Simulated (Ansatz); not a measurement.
## Fe2Ru: reading a single point

```yaml
crystal:
  lattice:
    - [4.58533, 0.00000, 0.00000]
    - [-2.29267, 3.97102, 0.00000]
    - [0.00000, 0.00000, 7.62021]
  atoms:
    - { symbol: Ru, position: [0.33333, 0.66667, 0.56934] }
    - { symbol: Ru, position: [0.66667, 0.33333, 0.06934] }
    - { symbol: Ru, position: [0.33333, 0.66667, 0.93066] }
    - { symbol: Ru, position: [0.66667, 0.33333, 0.43066] }
    - { symbol: Fe, position: [0.00000, 0.00000, 0.50000] }
    - { symbol: Fe, position: [0.00000, 0.00000, 0.00000] }
    - { symbol: Fe, position: [0.17084, 0.34169, 0.25000] }
    - { symbol: Fe, position: [0.82916, 0.17084, 0.75000] }
    - { symbol: Fe, position: [0.65831, 0.82915, 0.25000] }
    - { symbol: Fe, position: [0.82916, 0.65831, 0.75000] }
    - { symbol: Fe, position: [0.17084, 0.82915, 0.25000] }
    - { symbol: Fe, position: [0.34169, 0.17084, 0.75000] }
```

Single point in Ansatz 0.2.0 with PBE, no spin polarisation. Cutoff 420 eV, PAW datasets, 9×9×5 Γ-centred k mesh, fermi-dirac filling (width 0.1 eV).

(1) What does the stress say?

(2) Is there a gap?

(3) Where is the largest force?

(4) Describe some of the short contacts.

(5) How is the charge shared?

(6) What is the formation energy?

Origin: a known structure type with other elements, at an estimated volume, so it need not be a known compound. Caveats: no spin polarisation, so a magnetic state may lie lower.

Answers

(1) The pressure is -0.4 GPa (compression positive), so with the atoms held at these fractions the cell is close to zero pressure. The principal stresses -3.5, 1.2, 1.2 GPa differ, so its shape would change too.

(2) It is a metal, with about 24 states/eV a cell as the mean within 0.25 eV of the Fermi level, mostly Fe d (76 %) and Ru d (22 %).

(3) The largest is on Ru4 (and as large on other atoms): 0.19 eV/Å, components (0.00, 0.00, -0.19). It makes 59° with the line to a nearest neighbour, Fe9 at 2.67 Å.

(4) Fe–Fe at 2.24 Å: least valence density 0.56 e/Å³ and ELF 0.28 there. Ru–Fe at 2.67 Å: least valence density 0.34 e/Å³ and ELF 0.29 there. Ru–Ru at 2.75 Å: least valence density 0.36 e/Å³ and ELF 0.32 there. These are pseudo-fields; inside the PAW spheres they differ from the all-electron ones.

(5) Bader charges in e: Fe +0.07, Ru -0.14. In the mean Fe gives up most and Ru takes most.

(6) 0.21 eV an atom against the elements' usual phases (free molecules for gases, crystals otherwise, with no correction for O₂ or N₂), so at this geometry it isn't bound against them. Relaxing would lower it.
